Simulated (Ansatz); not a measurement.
**Comparing deformations in Rh**

Method: DFT PBEsol, scalar-relativistic, plane waves, PAW in Ansatz. Settings: plane waves to 420 eV, k-mesh 28×28×28 (Γ-centred), Gaussian smearing 0.15 eV. No spin polarisation. Energies are free energies at this smearing, counted from the undisturbed cell; pressure is positive in compression.

Reference structure (relaxed at this level; with this scan's settings it stands at 0.1 GPa):

```
Rh
1.0
     0.00000    1.89000    1.89000
     1.89000    0.00000    1.89000
     1.89000    1.89000    0.00000
Rh
1
Direct
  0.00000 0.00000 0.00000
```

The cell is strained by ε times a Voigt pattern (xx, yy, zz, yz, xz, xy; engineering shear) with fractional coordinates fixed. τ = (1/V0) dE/dε comes from the stress tensor. Of each scan, only the three points used here are listed.

```
           pattern        ε  τ (GPa)
(1, 1, 0, 0, 0, 0)  -0.0250   -38.68
(1, 1, 0, 0, 0, 0)   0.0000    -0.15
(1, 1, 0, 0, 0, 0)   0.0250    29.76
(0, 0, 1, 0, 0, 0)  -0.0250   -12.81
(0, 0, 1, 0, 0, 0)   0.0000    -0.07
(0, 0, 1, 0, 0, 0)   0.0250    10.78
(0, 1, 0, 0, 0, 0)  -0.0250   -12.81
(0, 1, 0, 0, 0, 0)   0.0000    -0.07
(0, 1, 0, 0, 0, 0)   0.0250    10.78
```

Task: Which constants do the scans give, and which deformation costs least for the same size of strain tensor?

Result: The slope dτ/dε at zero (parabola through three points) is pᵀCp: (1, 1, 0, 0, 0, 0) gives 2(C11 + C12) = 1369 GPa; (0, 0, 1, 0, 0, 0) gives C11 = 472 GPa; (0, 1, 0, 0, 0, 0) gives C11 = 472 GPa. The size of the strain tensor, ε:ε, is ε² times 2.0, 1.0, 1.0. Per unit of it the stiffnesses are 684, 472, 472 GPa, so (0, 0, 1, 0, 0, 0) is the softest of these, level with (0, 1, 0, 0, 0, 0) (alike by symmetry): at ε:ε = (1 %)² the quadratic term costs 1.99 meV/atom against 2.88 for the stiffest.

Task: What else follows for this cubic crystal?

Result: From the unrounded slopes C11 = 471.7 and C12 = 212.7 GPa, so B = (C11 + 2 C12)/3 = 299 GPa and the Poisson ratio for a pull along a cube edge is C12/(C11 + C12) = 0.31.

In a metal these slopes depend on the k mesh and the smearing.